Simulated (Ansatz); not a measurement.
A relaxed cell of AlRh (Pm-3m (No. 221)), relaxed on a k-mesh at least as fine as the one used below. Computed with PBEsol (plane waves to 420 eV, PAW, scalar-relativistic; Ansatz, an electronic-structure program). Γ-centred k-mesh 11×6×11 on the run's cell (coarser than for final values), Fermi–Dirac smearing 0.05 eV.

```
CELL_PARAMETERS angstrom
      2.97193     0.00000     0.00000
      0.00000     5.94387     0.00000
      0.00000     0.00000     2.97193
ATOMIC_POSITIONS crystal
  Al 0.50000 0.25000 0.50000
  Al 0.50000 0.75000 0.50000
  Rh 0.00000 0.00000 0.00000
  Rh 0.00000 0.50000 0.00000
```

The atoms are displaced by (Å):

```tsv
atom	ux	uy	uz
Al1	-0.113	0.017	0.149
Al2	-0.231	-0.004	-0.085
Rh3	-0.033	0.092	0.028
Rh4	0.035	-0.094	-0.089
```

**Question.** What forces (eV/Å) and pressure result?

**Answer.** 
```json
[
 {"atom": "Al1", "Fx": "1.12", "Fy": "-0.69", "Fz": "-1.84"},
 {"atom": "Al2", "Fx": "1.18", "Fy": "0.19", "Fz": "0.43"},
 {"atom": "Rh3", "Fx": "-0.81", "Fy": "-1.60", "Fz": "0.18"},
 {"atom": "Rh4", "Fx": "-1.49", "Fy": "2.10", "Fz": "1.22"}
]
```

Pressure +5.8 GPa.

**Question.** Estimate the energy cost of the displacement in the harmonic approximation and compare with the calculation.

**Answer.** For a harmonic well ΔE = −½ Σ F·u = 0.598 eV a cell, or 149 meV/atom. The calculated energy relative to the undisplaced cell is +0.14 eV/atom, so the harmonic estimate holds well.

No spin polarisation in the result.

The run that gave the undisplaced cell could not lose the symmetry of its start; a randomly shaken copy of 4 atoms returns to this structure.

The first start was generated by placing the elements on the sites of a structure type. Materials Project lists a structure of AlRh in the same space group, Pm-3m (No. 221); the sites were not compared with it, nor with measured phases.
